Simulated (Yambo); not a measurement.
Yambo input for BaCNSCl (space group P2_1/m, No. 11) (a = 5.9131 Å, b = 4.6898 Å, c = 8.9050 Å, α = 90.00°, β = 98.71°, γ = 90.00°), on norm-conserving PBEsol (Quantum ESPRESSO, 84 Ry, scalar-relativistic) wavefunctions on a 4×4×2 mesh:

```
optics
chi
dipoles
kernel
FFTGvecs= 40 Ry
Chimod= "HARTREE"
NGsBlkXd= 3 Ry
% QpntsRXd
 1 | 1 |
%
% BndsRnXd
 1 | 175 |
%
GrFnTpXd= "R"
% EnRngeXd
 0.0 | 20.0 | eV
%
% DmRngeXd
 0.2 | 0.2 | eV
%
CGrdSpXd= 50
ETStpsXd= 161
% LongDrXd
 1.0 | 0.0 | 0.0 |
%
```

First lines of the file o-*.eps_q1_inv_rpa_dyson:

```
Absorption @ Q(1):   1.00000000     0.00000000     0.00000000    [q->0 direction]
#
# [ X ] Hartree size     :  149
# [GEN] GF Energies     : Perdew, Burke & Ernzerhof SOL(X)+Perdew, Burke & Ernzerhof SOL(C)
# [GEN] Green`s Function     : Retarded
#
# [GEN] Gauge     : Length
# [GEN] [r,Vnl] included     : yes
#
#    E[1] [eV]     Im(eps)     Re(eps)     Im(eps_o)     Re(eps_o)
#
     0.000000     0.503480E-7     3.842152     0.19633E-17     5.105420
     0.125000     0.002849     3.843038     0.005802     5.107222
     0.250000     0.005712     3.845700     0.011645     5.112639
     0.375000     0.008605     3.850152     0.017570     5.121708
     0.500000     0.011543     3.856417     0.023618     5.134493
     0.625000     0.014543     3.864529     0.029836     5.151084
     0.750000     0.017621     3.874529     0.036272     5.171600
     0.875000     0.020796     3.886471     0.042979     5.196190
     1.000000     0.024087     3.900422     0.050016     5.225039
     1.125000     0.027517     3.916460     0.057450     5.258368
     1.250000     0.031111     3.934678     0.065355     5.296443
     1.375000     0.034895     3.955184     0.073819     5.339578
     1.500000     0.038902     3.978105     0.082943     5.388145
     1.625000     0.043167     4.003588     0.092846     5.442581
     1.750000     0.047732     4.031804     0.103672     5.503403
     1.875000     0.052645     4.062951     0.115591     5.571221
     2.000000     0.057966     4.097259     0.128813     5.646760
     2.125000     0.063762     4.134996     0.143595     5.730881
     2.250000     0.070119     4.176477     0.160256     5.824616
     2.375000     0.077136     4.222070     0.179203     5.929208
     2.500000     0.084942     4.272212     0.200951     6.046170
     2.625000     0.093694     4.327423     0.226174     6.177354
     2.750000     0.103595     4.388328     0.255759     6.325056
     2.875000     0.114905     4.455683     0.290902     6.492154
     3.000000     0.127970     4.530418     0.333246     6.682309
     3.125000     0.143256     4.613688     0.385108     6.900242
     3.250000     0.161409     4.706948     0.449845     7.152156
     3.375000     0.183352     4.812068     0.532490     7.446354
     3.500000     0.210452     4.931492     0.640885     7.794188
     3.625000     0.244825     5.068488     0.787843     8.211513
     3.750000     0.289931     5.227513     0.995528     8.720887
     3.875000     0.351809     5.414735     1.305021     9.354470
     4.000000     0.441885     5.638524     1.798959     10.15544
```
(The file goes on to the top of the energy range.) Convergence of the RPA response with its 4×4×2 mesh was not tested.

Geometry of the Materials Project entry, not relaxed at this level.
